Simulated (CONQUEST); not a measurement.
A self-consistent single point of AlN (Cmc2_1, 8 atoms in the cell; from Materials Project mp-661, changed as shown).

```yaml
crystal:
  lattice:
    - [3.06226, 0.00000, 0.00000]
    - [0.00000, 5.25096, 0.00000]
    - [0.00000, 0.00000, 4.91060]
  atoms:
    - { symbol: Al, position: [0.50000, 0.16667, 0.49929] }
    - { symbol: Al, position: [0.00000, 0.33333, 0.99929] }
    - { symbol: Al, position: [0.00000, 0.66667, 0.49929] }
    - { symbol: Al, position: [0.50000, 0.83333, 0.99929] }
    - { symbol: N, position: [0.50000, 0.16667, 0.88071] }
    - { symbol: N, position: [0.00000, 0.33333, 0.38071] }
    - { symbol: N, position: [0.00000, 0.66667, 0.88071] }
    - { symbol: N, position: [0.50000, 0.83333, 0.38071] }
```

All values come from this method and carry its errors: PBE, numerical atomic orbitals double-zeta with polarisation (the shipped basis), PseudoDojo norm-conserving potentials made for PBE run with CONQUEST.

CONQUEST settings:

* **basis**: DZP
* **Diag.MPMeshX, Y, Z**: 6 2 4
* **potentials**: PseudoDojo norm-conserving PBE
* **Grid.GridCutoff**: 140 Ha
* **DM.SolutionMethod**: diagon
* **Diag.kT**: 0.0001 Ha
* **Diag.GammaCentred**: true
* **minE.SCTolerance**: 1.0e-06
* **SC.MaxIters**: 100
* **SC.LinearMixingFactor**: 0.3
* **AtomMove.TypeOfRun**: static

Results:

| Quantity | Value |
|---|---|
| Number of valence electrons | 32 |
| Number of bands | 104 |
| Number of k-points after the program's reduction | 41 |
| Size of the basis | 104 |
| Number of SCF iterations | 8 |
| FFT grid | 32 × 60 × 60 |
| Free energy E − TS | -1390.6016 eV |
| Top of the valence band (on the code's own zero) | -8.92 eV |
| Gap on the k-point mesh | 4.94 eV |
| Pressure | 20.18 GPa |
| Largest force (vector length) | 0.147 eV/Å |

Forces (eV/Å):
```tsv
atom	Fx	Fy	Fz
Al1	0.000	0.127	0.035
Al2	0.000	-0.127	0.035
Al3	0.000	0.127	0.035
Al4	0.000	-0.127	0.035
N5	0.000	0.144	-0.029
N6	0.000	-0.144	-0.029
N7	0.000	0.144	-0.029
N8	0.000	-0.144	-0.029
```

The gap is read on the k-point mesh of the run and can differ from the gap over the whole zone at this level.

For comparison: a first run was changed to give this one (lattice vector b scaled by 0.99), and from it to this one the free energy goes up by 12.7 meV/atom, the pressure goes from 17.59 to 20.18 GPa and the gap on the mesh goes from 4.834 to 4.942 eV.

The program uses no crystal symmetry, so grid and mesh can part values that symmetry would make equal. The atom-centred basis is finite, which shifts total energies, pressures, gaps and forces against plane waves. The structure comes from a collection of computed structures, made at another level of theory; the collection holds predicted forms beside known ones. Its lattice was then scaled. At this pressure the cell is far from its equilibrium volume at this level.

Cost on one core: roughly 2.2 core-minutes.
